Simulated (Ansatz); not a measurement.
Question: Ga (α-Ga, Cmce) is relaxed with the program Ansatz at the LDA level (PAW). What lattice parameters of the conventional cell result?

Answer: a = 4.424 Å, b = 7.493 Å, c = 4.434 Å.

Question: Give the free coordinates with the occupied sites.

Answer: In one choice of origin and axes:

```tsv
atom	site	symmetry	x	y	z
Ga	8f	m..	0.0000	0.3441	0.4153
```

The LDA relaxation kept the symmetry of its start. Axis ratios of metals converge slowly with the k-mesh, so a and c are less sure than the volume.

Potentials: the later of the program's two PAW sets.
